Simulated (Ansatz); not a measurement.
Input and command of a plane-wave DFT calculation in Ansatz:

```yaml
crystal:
  lattice:
    - [1.8181721071, 1.0497221555, 8.4281499946]
    - [-1.8181721071, 1.0497221555, 8.4281499946]
    - [0.0, -2.0994443109, 8.4281499946]
  atoms:
    - { symbol: W, position: [0.4, 0.4, 0.4] }
    - { symbol: W, position: [0.6, 0.6, 0.6] }
    - { symbol: S, position: [0.0, 0.0, 0.0] }
    - { symbol: S, position: [0.2095, 0.2095, 0.2095] }
    - { symbol: S, position: [0.7905, 0.7905, 0.7905] }
basis:
  ecutwfc: 420
kpoints:
  mp_grid: { grid: [6, 6, 6] }
hamiltonian:
  xc: pbe
scf:
  occupations: { method: gaussian, width: 0.1 }
  lower_state_search: "off"
output:
  forces: true
  stress: true
  eigenvalues: true
```

```bash
ansatz run input.yaml --threads 1 --pin off --max-ram 2560MiB --backend cpu --events-out ev --progress --plain --runs-dir out
```

Processor: Arm Neoverse N1, 1 thread, on a host shared with other jobs.

Q: How long does it run, and how much memory does it take?

A: About 8.4 s on 1 thread of Arm Neoverse N1 (shared host), peak memory 0.36 GiB. It solves 28 bands at 32 k points (the mesh reduced by the symmetry that the task leaves, which can be less than the crystal's) with about 1847 plane waves, in 7 SCF iterations.
